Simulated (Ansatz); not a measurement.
Field gradients of PtCCl₂O from run to run

Cell of run 1: an entry of the Crystallography Open Database (COD; perhaps a calculated or model structure), taken as it stands.

Space group P4_2/m (No. 84); a = 11.1830, c = 3.5250 Å.

```
site  Wyckoff  site symmetry       x       y       z
  Pt       4j            m..  0.3915  0.1090  0.0000
   C       4j            m..  0.2260  0.1030  0.0000
 Cl9       4j            m..  0.5957  0.1045  0.0000
Cl13       4j            m..  0.3826  0.2987  0.0000
   O       4j            m..  0.1300  0.1000  0.0000
```

One atom of each set is listed.

Relaxed positions (PBE, cell held):

Pt (0.3861, 0.1099, 0.0000)
C (0.2233, 0.1175, 0.0000)
Cl9 (0.5985, 0.1023, 0.0000)
Cl13 (0.3931, 0.3138, 0.0000)
O (0.1207, 0.1242, 0.0000)

All runs are DFT with Ansatz 0.2.0 (plane waves and PAW, scalar-relativistic unless spin–orbit coupling is named, Γ-centred meshes, Fermi–Dirac smearing where given) in this cell.

Run 1: PBE, atoms as given; 420 eV, 3×3×9 k-points, smearing 0.05 eV.
Run 2: PBE, atoms relaxed; 420 eV, 3×3×9 k-points, smearing 0.05 eV.
Run 3: r2SCAN, at the relaxed atoms; 500 eV, 3×3×9 k-points, smearing 0.05 eV.
Run 4: PBE with spin–orbit coupling, at the relaxed atoms; 420 eV, 3×3×9 k-points, smearing 0.05 eV.

| run | Pt V_zz (η) | C V_zz (η) | Cl9 V_zz (η) | Cl13 V_zz (η) | O V_zz (η) |
| --- | --- | --- | --- | --- | --- |
| 1 | 8.85 (0.47) | -6.32 (0.08) | -18.77 (0.46) | 31.8 (0.03) | -4.73 (0.27) |
| 2 | 9.39 (0.81) | -5.55 (0.08) | -20.0 (0.51) | 34.7 (0.03) | -0.76 (0.90) |
| 3 | ? | ? | ? | ? | ? |
| 4 | 9.31 (0.83) | -5.53 (0.09) | -20.0 (0.52) | 34.2 (0.03) | 0.81 (0.87) |

V_zz in 10²¹ V/m².

Problem. Estimate the row of run 3.

Solution. Pt: 7.58 (0.22); C: -6.10 (0.08); Cl9: -19.07 (0.55); Cl13: 34.1 (0.03); O: 0.63 (0.96). It lies nearest to run 2, from whose tensors on these sites it differs by 5.52 at most (largest principal value of the difference, on Pt). Taken one at a time, the positions of the atoms (as given or relaxed) move the tensors on these sites by up to 6.66 (largest principal value of the change, on Cl13), the functional (r2SCAN with its higher cutoff) by 5.52 (Pt), spin–orbit coupling by 0.44 (Pt). On some sites the largest principal value moves to another axis from run to run, and the sign of V_zz can flip with it. On Pt V_xx and V_yy change places between runs (or their axes turn by over 50°), so η hides a larger change.

The database positions were far from equilibrium, so the relaxed structure may not be the compound's real one. With these PAW files V_zz is typically within 2 to 3 % of all-electron values, but misses above 10 % occur on Pt. In runs 1, 3 the atoms aren't at the calculated equilibrium (largest force 10, 1.0 eV/Å). The cell isn't the equilibrium one in run 1 (calculated pressure 12 GPa), and the entry's cell may itself be off. Run 1: The database positions are far from the calculated equilibrium, so these values describe the entry as written and may be far from the real compound's.
